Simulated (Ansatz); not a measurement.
C:
```
C
1.0
    0.00000     4.79389     4.79389
    4.79389     0.00000     4.79389
    4.79389     4.79389     0.00000
C
10
Direct
  0.00000   0.00000   0.00000
  0.25000   0.25000   0.25000
  0.08892   0.08892   0.08892
  0.16108   0.16108   0.16108
  0.73324   0.08892   0.08892
  0.51676   0.16108   0.16108
  0.08892   0.73324   0.08892
  0.16108   0.51676   0.16108
  0.08892   0.08892   0.73324
  0.16108   0.16108   0.51676
```

Relaxed with r²SCAN.

**Question.** Map the valence electron density (e/Å³), cut off at 0.9 on the plane through (0.000, 0.000, 0.000) spanned by u = [1, 0, 0] and v = [-1, 1, 1] in lattice vectors, from DFT-r²SCAN in the program Ansatz with PAW potentials.

**Answer.** x is the fraction of u, y of v (the angle between them is 90°; rows are the nearest grid lines); atoms in the plane: C at (0.00, 0.00), C at (0.50, 0.25), C at (0.18, 0.09), C at (0.32, 0.16), C at (0.82, 0.09), C at (0.68, 0.16).
```
|@@@@@#+=-:..           ..:-=+#@@@@@|
|@@@*-:.                     .:-*@@@|
|@%*-:.                       .:-*%@|
|::..                           ..::|
|                                   |
|                                   |
|                                   |
|                                   |
|                                   |
|                                   |
|                                   |
|                                   |
|                                   |
|                                   |
|               .....               |
|             .:-=+=-:.             |
|           .:-*@@@@@*-:.           |
|      ..:-=+#@@@@@@@@@#+=-:..      |
|    ..:-+#@@@@@@@@@@@@@@@#+-:..    |
|  .:=*@@@@@@@@@@@@@@@@@@@@@@@*=:.  |
|:-=%@@@@@@@@@@%=-:-=%@@@@@@@@@@%=-:|
|@@@@@@@@@@@@*=:.   .:=*@@@@@@@@@@@@|
|@@@@@@@@@@#=-:.     .:-=#@@@@@@@@@@|
|@@@@@#+=-:..           ..:-=+#@@@@@|
```
Scale: ten equal steps from 0.000 (start of ' ') to 0.900 (end of '@'), in the order ' .:-=+*#%@'; x runs from 0.000 to 1.00, y from 0.000 (bottom) to 1.00 (top).

The density is the valence pseudo-density with augmentation charge, so density and ELF within about 1 Å of a nucleus are not all-electron values.

Space group Fd-3m. The start of the workflow was typed in or built on a structure type. Its sites differ from those of the usual phase in this space group: another stacking or structure type. The cell was relaxed with r²SCAN under the symmetry of its start; whether a distortion lowers the energy is not shown.

Potentials: the earlier of the program's two PAW sets.
